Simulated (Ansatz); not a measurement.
Sc$_{5}$AlN$_{6}$ (P4/mmm) at 3 levels of theory

One geometry, relaxed with PBE; plane waves with PAW potentials in Ansatz, scalar-relativistic. No spin polarisation. Gaps are the least over mesh and band path; pressure is positive in compression.

```
CELL_PARAMETERS angstrom
3.16046 0.00000 0.00000
0.00000 3.16046 0.00000
0.00000 0.00000 13.29432
ATOMIC_POSITIONS crystal
Sc 0.00000 0.00000 0.65877
Sc 0.00000 0.00000 0.34123
Sc 0.50000 0.50000 0.17060
Sc 0.00000 0.00000 0.00000
Sc 0.50000 0.50000 0.82940
Al 0.50000 0.50000 0.50000
N 0.00000 0.00000 0.50000
N 0.50000 0.50000 0.34409
N 0.00000 0.00000 0.16994
N 0.50000 0.50000 0.00000
N 0.00000 0.00000 0.83006
N 0.50000 0.50000 0.65590
```

```
level  cutoff (eV)   k mesh  gap (eV)  pressure (GPa)
  PBE          420  12×12×4      0.06             0.0
```

Question: What comes out on the same cell with r2SCAN, PBEsol?

Answer:
```csv
level,cutoff (eV),k mesh,gap (eV),pressure (GPa)
r2SCAN,500,12×12×4,0.42,-2.4
PBEsol,420,12×12×4,0,-5.9
```

The smearing is narrow for a metal on this mesh.

It was reached by relaxing an invented guess, and it needn't be the stable form of this composition.
